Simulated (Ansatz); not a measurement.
Relaxed-ion elastic tensor of CaSi₂ in space group P-3m1 (No. 164; Ca on 1a, Si on 2d) in GPa (Voigt order), DFT-PBEsol in the program Ansatz with PAW potentials; density 2.56 g/cm³, 20.82 Å³ per atom.

```csv
,1,2,3,4,5,6
1,141,61.0,36.4,-23.6,0.0,0.0
2,61.0,141,36.4,23.6,0.0,0.0
3,36.4,36.4,67.4,0.0,0.0,0.0
4,-23.6,23.6,0.0,42.7,0.0,0.0
5,0.0,0.0,0.0,0.0,42.7,-23.6
6,0.0,0.0,0.0,0.0,-23.6,40.1
```

Problem. Is the crystal mechanically stable?

Solution. Yes: the smallest eigenvalue of C is 17.7 GPa.

Problem. Work out the Voigt, Reuss and Hill averages.

Solution. K_V = 68.6, K_R = 57.3, K_H = 63.0; G_V = 39.5, G_R = 27.6, G_H = 33.6 GPa.

Problem. Give Young's modulus, Poisson's ratio, Pugh's ratio and the universal anisotropy index.

Solution. E = 9KG/(3K + G) = 85.5 GPa; ν = 0.27; K/G = 1.87 (ductile by the Pugh limit of 1.75); A_U = 5G_V/G_R + K_V/K_R − 6 = 2.35.

Problem. Estimate the sound speeds and the Debye temperature.

Solution. v_l = √((K + 4G/3)/ρ) = 6490 m/s, v_t = √(G/ρ) = 3620 m/s, mean 4030 m/s; Θ = (h/k)(3n/4πV)^(1/3) v_m = 437 K.

Problem. Solve the Christoffel equation for the three sound speeds along x, y, z.

Solution. Eigenvalues of C_ijkl n_j n_l equal ρv². In km/s, slowest first: x 2.63, 5.04, 7.43; y 3.82, 3.96, 7.57; z 4.09, 4.09, 5.13.

Problem. How much does each axis shrink under pressure?

Solution. Linear compressibilities β_i = Σ_j S_ij (j = 1 to 3): x 2.8, y 2.8, z 12 per TPa.

The workflow started from an entry of the Crystallography Open Database (COD). Whether it is the stable phase at ambient conditions was not checked. The cell was relaxed with PBEsol under the symmetry of its start; its stability against distortions is not shown here. As this level gives no gap, shear constants depend on the k-mesh and smearing (Fermi–Dirac, 0.1 eV here).

Potentials: the later of the program's two PAW sets.
